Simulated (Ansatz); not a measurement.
Level of theory: Ansatz 0.2.0, DFT PBE, scalar-relativistic, plane waves, PAW. Settings: cutoff 420 eV, Γ-centred meshes spaced at most about 0.3 Å⁻¹ (2π included), Gaussian smearing. No spin polarisation in the final relaxations.

Temperature and zero-point effects are left out.

Two relaxed structures of Sn₄SeS₃:

A.

```cif
data_structure
_symmetry_space_group_name_H-M 'Pm'
_symmetry_Int_Tables_number 6
_cell_length_a 6.3424
_cell_length_b 4.1406
_cell_length_c 8.5516
_cell_angle_alpha 90.000
_cell_angle_beta 110.126
_cell_angle_gamma 90.000
_cell_volume 210.86
loop_
_atom_site_label
_atom_site_type_symbol
_atom_site_symmetry_multiplicity
_atom_site_Wyckoff_symbol
_atom_site_fract_x
_atom_site_fract_y
_atom_site_fract_z
_atom_site_occupancy
Sn1 Sn 1 a 0.49500 0.00000 0.21038 1
Sn2 Sn 1 a 0.49622 0.00000 0.71086 1
Sn3 Sn 1 b 0.01204 0.50000 0.33294 1
Sn4 Sn 1 b 0.00701 0.50000 0.81465 1
Se1 Se 1 a 0.03720 0.00000 0.05612 1
S1 S 1 a 0.06078 0.00000 0.55958 1
S2 S 1 b 0.44391 0.50000 0.90670 1
S3 S 1 b 0.44784 0.50000 0.40878 1
```

B.

```cif
data_structure
_symmetry_space_group_name_H-M 'Cmmm'
_symmetry_Int_Tables_number 65
_cell_length_a 8.3466
_cell_length_b 11.8074
_cell_length_c 4.1756
_cell_angle_alpha 90.000
_cell_angle_beta 90.000
_cell_angle_gamma 90.000
_cell_volume 411.51
loop_
_atom_site_label
_atom_site_type_symbol
_atom_site_symmetry_multiplicity
_atom_site_Wyckoff_symbol
_atom_site_fract_x
_atom_site_fract_y
_atom_site_fract_z
_atom_site_occupancy
Sn1 Sn 4 i 0.50000 0.24678 0.00000 1
Sn2 Sn 4 h 0.25669 0.00000 0.50000 1
Se1 Se 2 a 0.00000 0.00000 0.00000 1
S1 S 2 b 0.50000 0.00000 0.00000 1
S2 S 4 f 0.25000 0.25000 0.50000 1
```

**Question.** Which is lower in energy, and by how much?

**Answer.** A is lower, by 24 meV/atom. A has space group Pm (No. 6), 26.4 Å³/atom and a gap of 0.50 eV on its mesh; B has Se and S ordered on rock salt sites, space group Cmmm (No. 65), 25.7 Å³/atom and a gap of 0.31 eV. Counting S or Se atoms around Sn (for each partner element, those within 1.25 times its shortest distance or 1.15 times the sum of covalent radii, where it is the nearest in units of that sum or under 1.3; a plus sign parts groups by distance over the sum of covalent radii; a slash parts the counts of unlike sites), A has Sn 3+2/5 and B has Sn 6. Both come from invented guesses.

Weakly bound directions are ill-defined at this level, which has no dispersion term (Pm), and this can change margins and order among such cells. Kohn–Sham gaps at this level usually fall short of measured ones. Cells relaxed within their symmetry can be saddle points. The Pm cell of Sn4SeS3 came from shaking the Cmmm one.
